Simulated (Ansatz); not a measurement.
YNbN3 (cubic perovskite, space group No. 221), DFT-r²SCAN in the program Ansatz with PAW potentials, all energies at zero smearing, with the estimated change up to a 700 eV cutoff added, with one set of potentials and settings (totals compare only within such a set). Cell of 5 atoms (1 Y, 1 Nb, 3 N): -9582.418 eV.

| element | reference phase | E (eV/atom) |
|---|---|---|
| Y | P6_3/mmc, 2 atoms in the cell | -3859.7274 |
| Nb | Im-3m, 1 atoms in the cell | -4563.6587 |
| N | Pa-3, 8 atoms in the cell | -384.8341 |

Formation energy per atom, worked out: (-9582.418 − 1×(-3859.7274) − 1×(-4563.6587) − 3×(-384.8341))/5 = -0.906 eV/atom (-87 kJ per mol of atoms), at 0 K, without zero-point energy or fitted corrections.

Space group Pm-3m (cubic perovskite). The start of the workflow was typed in or built on a structure type; neither database checked (COD, Materials Project) lists it. Whether it is the stable phase at ambient conditions was not checked. Symmetry was held in the r²SCAN relaxation; its stability against distortions is not shown here. The workflow began spin-polarised and lost its moments. Other orbital occupations within this spin state were not tried. The references are the lowest solids computed at this level, not always the standard phases (solids in place of the gases).

Potentials: the earlier of the program's two PAW sets.
